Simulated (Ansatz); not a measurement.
Trial structure of SiGe3Ru2, not yet relaxed:

```cif
data_structure
_symmetry_space_group_name_H-M 'P6/mmm'
_symmetry_Int_Tables_number 191
_cell_length_a 5.8731
_cell_length_b 5.8731
_cell_length_c 3.2463
_cell_angle_alpha 90.000
_cell_angle_beta 90.000
_cell_angle_gamma 120.000
_cell_volume 96.97
loop_
_atom_site_label
_atom_site_type_symbol
_atom_site_symmetry_multiplicity
_atom_site_Wyckoff_symbol
_atom_site_fract_x
_atom_site_fract_y
_atom_site_fract_z
_atom_site_occupancy
Si1 Si 1 a 0.00000 0.00000 0.00000 1
Ge1 Ge 3 g 0.50000 0.00000 0.50000 1
Ru1 Ru 2 c 0.33333 0.66667 0.00000 1
```

All numbers below come from DFT PBE, scalar-relativistic, plane waves, PAW in Ansatz. Settings: cutoff 420 eV, Γ-centred mesh 3×3×6 on the computed 6-atom cell, Gaussian smearing of 0.10 eV; no spin polarisation.

The zero of energy is the elements' standard structures at the same level; no fitted shifts are applied.

Q: How far from equilibrium is it?

A: The pressure is 24.7 GPa (the mean over three directions, positive in compression), the largest force is 0.00 eV/Å (symmetry fixes the atoms), and the energy is +0.66 eV/atom against the elements. The shortest distance is 2.35 Å.

Q: How much does it gain on relaxing, and where does it end?

A: Relaxing gains about 0.29 eV/atom (the start's value is from the coarse mesh, so the gain is rough) in 22 ionic steps and ends at +0.37 eV/atom on the finer mesh. The symmetry stays P6/mmm (No. 191). The volume per atom grows by 5.9 %, from 16.2 to 17.1 Å³. The shortest distance goes from 2.35 Å (Ge–Ru) to 2.53 Å (Ge–Ru). The ratio c/a of the conventional cell changes by a factor of 1.30. Conventional cell: a = 5.479 Å, c = 3.952 Å. Si is surrounded by 6 Ru at 3.16 Å and 12 Ge at 3.38 Å; Ge is surrounded by 4 Ru at 2.53 Å, 4 Ge at 2.74 Å and 4 Si at 3.38 Å; Ru is surrounded by 6 Ge at 2.53 Å, 3 Ru at 3.16 Å and 3 Si at 3.16 Å.

The last run used a 12×12×10 mesh (in the run's order of axes) for its 6-atom cell and Gaussian smearing of 0.10 eV. The relaxation can't lower the symmetry of the start. A structure relaxed within its symmetry needn't be a true minimum. Another cell of SiGe3Ru2 relaxed alike, in P-4m2, lies 0.51 eV/atom lower, so this cell isn't the stable form at this level.
